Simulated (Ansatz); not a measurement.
Theory: DFT PBE, scalar-relativistic, plane waves, PAW (Ansatz 0.2.0).

Structure of Bi2Te:

```yaml
crystal:
  lattice:
    - [-4.17330, 4.17330, 3.10790]
    - [4.17330, -4.17330, 3.10790]
    - [4.17330, 4.17330, -3.10790]
  atoms:
    - { symbol: Bi, position: [0.37500, 0.62504, 0.75004] }
    - { symbol: Bi, position: [0.87500, 0.62496, 0.24996] }
    - { symbol: Bi, position: [0.37496, 0.12500, 0.74996] }
    - { symbol: Bi, position: [0.37504, 0.62500, 0.25004] }
    - { symbol: Te, position: [0.00000, 0.00000, 0.00000] }
    - { symbol: Te, position: [0.75000, 0.25000, 0.50000] }
```

Cutoff 420 eV; k points 8×8×8 on the computed 6-atom cell (Γ-centred); Gaussian smearing, width 0.10 eV; no spin polarisation.

Levels along Γ–X–M–Γ–Z | Z0–M | X–P–N–Γ, in eV from the Fermi level, sorted by energy at each point. Points in fractions of the primitive reciprocal vectors: Γ (0.000 0.000 0.000), X (0.000 0.000 0.500), M (-0.500 0.500 0.500), Z (0.389 0.389 -0.389), Z0 (-0.389 0.611 0.389), P (0.250 0.250 0.250), N (0.000 0.500 0.000).
| point | k (1/Å, with 2π) | band 43 | band 44 | band 45 | band 46 | band 47 | band 48 | band 49 |
| --- | --- | --- | --- | --- | --- | --- | --- | --- |
| Γ | 0.000 | -2.21 | -1.91 | -1.91 | -1.16 | 2.00 | 2.51 | 2.51 |
| - | 0.076 | -2.25 | -1.89 | -1.88 | -1.06 | 1.95 | 2.41 | 2.51 |
| - | 0.152 | -2.25 | -1.80 | -1.77 | -0.86 | 1.81 | 2.10 | 2.51 |
| - | 0.228 | -2.08 | -1.66 | -1.63 | -0.66 | 1.62 | 1.62 | 2.31 |
| - | 0.304 | -1.78 | -1.49 | -1.48 | -0.52 | 1.04 | 1.45 | 1.72 |
| - | 0.380 | -1.39 | -1.39 | -1.29 | -0.46 | 0.41 | 1.10 | 1.37 |
| - | 0.456 | -1.28 | -1.10 | -1.04 | -0.38 | -0.24 | 0.49 | 1.45 |
| X | 0.532 | -0.96 | -0.96 | -0.85 | -0.85 | -0.05 | -0.05 | 1.69 |
| - | 0.608 | -1.15 | -1.15 | -0.67 | -0.67 | -0.04 | -0.04 | 1.70 |
| - | 0.684 | -1.37 | -1.37 | -0.45 | -0.45 | -0.01 | -0.01 | 1.71 |
| - | 0.760 | -1.56 | -1.56 | -0.26 | -0.26 | 0.03 | 0.03 | 1.74 |
| - | 0.837 | -1.57 | -1.57 | -0.17 | -0.17 | 0.10 | 0.10 | 1.76 |
| - | 0.912 | -1.23 | -1.23 | -0.17 | -0.17 | 0.20 | 0.20 | 1.42 |
| - | 0.989 | -0.69 | -0.69 | -0.19 | -0.19 | 0.25 | 0.25 | 0.79 |
| M | 1.065 | -0.23 | -0.23 | -0.15 | -0.15 | 0.03 | 0.03 | 0.49 |
| - | 1.172 | -0.95 | -0.69 | -0.53 | -0.43 | 0.56 | 0.76 | 0.80 |
| - | 1.280 | -1.49 | -1.17 | -1.06 | -0.77 | 1.23 | 1.24 | 1.29 |
| - | 1.387 | -1.56 | -1.40 | -1.16 | -1.12 | 1.13 | 1.56 | 1.87 |
| - | 1.495 | -1.86 | -1.44 | -1.44 | -0.89 | 1.26 | 1.73 | 2.24 |
| - | 1.602 | -2.06 | -1.69 | -1.64 | -0.83 | 1.60 | 1.99 | 2.40 |
| - | 1.710 | -2.17 | -1.86 | -1.84 | -1.00 | 1.90 | 2.34 | 2.49 |
| Γ | 1.817 | -2.21 | -1.91 | -1.91 | -1.16 | 2.00 | 2.51 | 2.51 |
| - | 1.930 | -2.17 | -1.61 | -1.61 | -1.25 | 1.95 | 2.41 | 2.41 |
| - | 2.042 | -2.03 | -1.51 | -1.04 | -1.04 | 1.93 | 2.18 | 2.18 |
| - | 2.154 | -1.80 | -1.80 | -0.54 | -0.54 | 1.78 | 2.04 | 2.04 |
| - | 2.266 | -1.50 | -1.50 | -0.32 | -0.32 | 1.06 | 2.17 | 2.17 |
| - | 2.379 | -1.12 | -1.12 | -0.43 | -0.43 | 0.28 | 1.98 | 1.98 |
| - | 2.491 | -0.74 | -0.74 | -0.71 | -0.71 | 0.09 | 1.31 | 1.31 |
| Z | 2.603 | -1.17 | -1.08 | -0.30 | -0.30 | 0.77 | 0.77 | 0.78 |
| Z0 | 2.603 | -1.17 | -1.08 | -0.30 | -0.30 | 0.77 | 0.77 | 0.78 |
| - | 2.635 | -1.14 | -0.95 | -0.20 | -0.20 | 0.65 | 0.66 | 0.66 |
| - | 2.667 | -0.99 | -0.82 | -0.12 | -0.12 | 0.51 | 0.56 | 0.57 |
| - | 2.700 | -0.85 | -0.69 | -0.05 | -0.05 | 0.37 | 0.40 | 0.52 |
| - | 2.732 | -0.69 | -0.55 | 0.00 | 0.00 | 0.24 | 0.24 | 0.49 |
| - | 2.764 | -0.54 | -0.42 | 0.02 | 0.02 | 0.08 | 0.11 | 0.48 |
| - | 2.796 | -0.39 | -0.29 | -0.07 | -0.02 | 0.03 | 0.03 | 0.48 |
| M | 2.828 | -0.23 | -0.23 | -0.15 | -0.15 | 0.03 | 0.03 | 0.49 |
| X | 2.828 | -0.96 | -0.96 | -0.85 | -0.85 | -0.05 | -0.05 | 1.69 |
| - | 2.900 | -1.28 | -1.28 | -0.60 | -0.60 | 0.08 | 0.08 | 1.72 |
| - | 2.973 | -1.66 | -1.66 | -0.35 | -0.35 | 0.40 | 0.40 | 1.77 |
| - | 3.045 | -2.04 | -2.04 | -0.19 | -0.19 | 0.79 | 0.79 | 1.81 |
| - | 3.117 | -2.15 | -2.15 | -0.16 | -0.16 | 1.19 | 1.19 | 1.80 |
| - | 3.189 | -1.84 | -1.84 | -0.30 | -0.30 | 1.56 | 1.56 | 1.76 |
| - | 3.261 | -1.43 | -1.43 | -0.59 | -0.59 | 1.74 | 1.74 | 1.87 |
| P | 3.334 | -1.06 | -1.06 | -0.93 | -0.93 | 1.74 | 1.74 | 2.00 |
| - | 3.387 | -1.22 | -1.00 | -0.87 | -0.87 | 1.62 | 1.74 | 1.77 |
| - | 3.441 | -1.38 | -1.02 | -0.79 | -0.71 | 1.36 | 1.60 | 1.63 |
| - | 3.495 | -1.52 | -1.02 | -0.70 | -0.54 | 1.09 | 1.35 | 1.50 |
| - | 3.549 | -1.65 | -1.01 | -0.58 | -0.36 | 0.83 | 1.02 | 1.34 |
| - | 3.603 | -1.70 | -0.99 | -0.44 | -0.19 | 0.61 | 0.69 | 1.18 |
| - | 3.656 | -1.59 | -0.97 | -0.26 | -0.04 | 0.36 | 0.44 | 1.06 |
| N | 3.710 | -1.54 | -0.96 | -0.10 | 0.05 | 0.15 | 0.35 | 1.01 |
| - | 3.800 | -1.25 | -1.14 | -0.48 | -0.31 | 0.48 | 0.91 | 1.16 |
| - | 3.890 | -1.47 | -1.41 | -0.69 | -0.47 | 0.91 | 1.09 | 2.01 |
| - | 3.980 | -1.75 | -1.68 | -0.72 | -0.71 | 1.11 | 1.65 | 2.23 |
| - | 4.070 | -1.96 | -1.37 | -1.05 | -1.00 | 1.54 | 1.97 | 2.04 |
| - | 4.160 | -2.10 | -1.43 | -1.40 | -1.19 | 1.88 | 2.05 | 2.30 |
| - | 4.250 | -2.18 | -1.76 | -1.75 | -1.15 | 1.95 | 2.41 | 2.46 |
| Γ | 4.340 | -2.21 | -1.91 | -1.91 | -1.16 | 2.00 | 2.51 | 2.51 |

Spin-orbit coupling is left out, which matters for the bands of heavy elements.